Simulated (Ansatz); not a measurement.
The relaxed structure here is a generated cell of Ir: the first start was made by a random draw of sites in a space group, and the end was not matched to a known phase here, so it may be hypothetical. Known forms of Ir include space group No. 225.

A relaxed cell of Ir (Pm-3m (No. 221)), relaxed on a k-mesh at least as fine as the one used below. These are r2SCAN (plane waves to 500 eV, PAW, scalar-relativistic; Ansatz, a program for electronic structure) values and carry that method's errors. Γ-centred k-mesh 9×9×5 on the run's cell (coarser than for final values), Fermi–Dirac smearing 0.05 eV.

```
CELL_PARAMETERS angstrom
      3.70470     0.00000     0.00000
      0.00000     3.70470     0.00000
      0.00000     0.00000     7.40940
ATOMIC_POSITIONS crystal
  Ir 0.00000 0.50000 0.25000
  Ir 0.00000 0.50000 0.75000
  Ir 0.50000 0.00000 0.25000
  Ir 0.50000 0.00000 0.75000
  Ir 0.50000 0.50000 0.00000
  Ir 0.50000 0.50000 0.50000
```

The atoms are displaced by (Å):

```tsv
atom	ux	uy	uz
Ir1	0.045	0.043	-0.111
Ir2	0.006	0.122	-0.062
Ir3	-0.046	-0.029	-0.010
Ir4	-0.060	0.134	0.064
Ir5	0.014	-0.042	0.029
Ir6	0.119	-0.031	0.002
```

Task: What forces (eV/Å) and pressure result?

Result: 
```tsv
atom	Fx	Fy	Fz
Ir1	-0.75	0.06	0.46
Ir2	0.13	0.86	-0.39
Ir3	-0.05	0.59	1.12
Ir4	-0.31	-1.25	-0.01
Ir5	0.97	-0.06	-0.70
Ir6	0.01	-0.20	-0.48
```

Pressure +1.9 GPa.

The undisplaced cell is probably no minimum: from this displacement the run went on to R32 (No. 155), 0.07 eV/atom below it.

No spin polarisation in the result.
